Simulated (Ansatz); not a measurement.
Here is an unrelaxed guess for SnAs₂.

```xyz
3
Lattice="2.5950 1.4982 3.3613 -2.5950 1.4982 3.3613 0.0000 -2.9964 3.3613" Properties=species:S:1:pos:R:3 pbc="T T T"
Sn    0.0000    0.0000    5.0419
As    0.0000    0.0000    8.7125
As    0.0000    0.0000    1.3713
```

Theory: DFT PBE, scalar-relativistic, plane waves, PAW (Ansatz 0.2.0). Plane waves to 420 eV, a k mesh through Γ of 6×6×6 on the computed 3-atom cell and Gaussian smearing (0.10 eV); no spin polarisation.

Energies over the elements count from the elements' standard structures at the same level, with no fitted energy shifts. The references include grey tin.

Problem. How far from equilibrium is it?

Solution. The pressure is -3.2 GPa (the mean over three directions, positive in compression), the largest force is 0.37 eV/Å, and the energy is +0.33 eV/atom against the elements. The shortest distance is 2.74 Å.

Problem. Is it a good guess?

Solution. A fair one: relaxing gains about 0.16 eV/atom (the start's value is from the coarse mesh, so the gain is rough) in 15 ionic steps and ends at +0.17 eV/atom on the finer mesh. The symmetry stays R-3m (No. 166). The volume per atom shrinks by 13.3 %, from 26.1 to 22.7 Å³. The shortest distance goes from 2.74 Å (As–As) to 2.76 Å (As–As). The ratio c/a of the conventional cell changes by a factor of 0.84. Conventional cell: a = 5.252 Å, c = 8.542 Å. Around Sn lie 8 As at 2.89–3.03 Å; As has 1 As at 2.76 Å, 4 Sn at 2.89–3.03 Å and 3 As at 3.03 Å.

The last run used a 12×12×12 mesh for its 3-atom cell and Gaussian smearing of 0.10 eV. The reference form of As is held partly by dispersion forces, which this level lacks. The relaxation can't lower the symmetry of the start, and the grade says only how near the guess is to its own end. Symmetry constrained the relaxation, so the result can be a saddle point.
